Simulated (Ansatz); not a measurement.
The elements of this relaxed trial crystal are hidden behind letters.

```
lattice vectors (Å)
   4.2928    0.0000    0.0000
  -2.1464    3.7177    0.0000
   0.0000    0.0000   13.0988
fractional positions
X 0.0000 0.0000 0.7645
X 0.6667 0.3333 0.4823
X 0.3333 0.6667 0.2047
X 0.6667 0.3333 0.9143
Z 0.0000 0.0000 0.5569
Z 0.6667 0.3333 0.2793
Z 0.3333 0.6667 0.0010
```

All numbers below come from DFT PBE, scalar-relativistic, plane waves, PAW (Ansatz). Plane waves to 420 eV, a 12×12×4 mesh through Γ for the 7-atom cell and 0.10 eV Gaussian smearing; no spin polarisation.

* Space group: P3m1 (No. 156)
* Conventional cell: a = 4.293 Å, c = 13.099 Å
* Volume per atom: 29.86 Å³
* Density: 5.45 g/cm³
* Energy over the elements: −0.42 eV/atom
* Gap on the 12×12×4 mesh of the 7-atom cell: 0 eV (the bands overlap slightly)

Energies are uncorrected and count from the elements' standard states at the same level.

Question: X is a d-block element of period 5 and Z is a p-block element of period 4. Which elements are they?

Answer: X = Cd, Z = Se, so the formula is Cd4Se3. Density times volume gives a mean mass of 5.45 × 29.86/1.6605 = 98.0 u per atom, and this set has 98.1 u. Among the elements that the hints allow, noble gases aside, only these give it. Around Cd on its first site lie 1 Se at 2.72 Å and 3 Cd at 3.16 Å; Cd on its second site is surrounded by 4 Se at 2.66 Å; around Se on its first site lie 4 Cd at 2.66–2.72 Å; 4 more sites not described.

The zero gap may come from the functional, which often closes small gaps, or the cell may be a true semimetal. A later test with randomly moved atoms led to a structure 43 meV/atom lower, so this end is a saddle point or a shallow minimum. Another cell of the same search, in P1, lies 43 meV/atom lower, so this cell isn't the stable form at this level.
